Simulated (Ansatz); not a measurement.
Relaxed candidate structures of Al:

A. Fm-3m (No. 225), cF4, fcc (Cu type); a = b = c = 4.0143 Å, α = β = γ = 90.00°; Al 4a (0.000, 0.000, 0.000)

B. Fd-3m, origin choice 1 (No. 227), cF8, diamond type; a = 5.9952 Å, b = 5.9952 Å, c = 5.9952 Å, α = 90.00°, β = 90.00°, γ = 90.00°; Al 8a (0.000, 0.000, 0.000)

C. Im-3m (No. 229), cI2, bcc (W type); a = b = c = 3.213 Å, α = β = γ = 90.00°; Al 2a (0.000, 0.000, 0.000)

D. P6₃/mmc (No. 194), hP2, hcp (Mg type); a = 2.827 Å, b = 2.827 Å, c = 4.715 Å, α = 90.00°, β = 90.00°, γ = 120.00°; Al 2d (0.667, 0.333, 0.250)

Problem. Order them by energy per atom (lowest first) at the level PBEsol (plane waves to 420 eV, PAW, scalar-relativistic; Ansatz, a program for electronic structure).

Solution. A (reference, the lowest among the structures calculated here), D (+0.03 eV/atom), C (+0.10 eV/atom), B (+0.84 eV/atom)

1 run with a doubtful electronic state, a coarser numerical grid, an end not at rest or a source that can't be used is left out. Each run could gain symmetry but not lose that of its start, so entries can be saddle points. From databases, or of a type measured for this composition: Fm-3m, cF4, fcc (Cu type); the others are generated cells (placed on structure types, drawn at random, substituted or restacked) that were not matched to a known phase here. Static energies at zero pressure. No spin polarisation in the result.
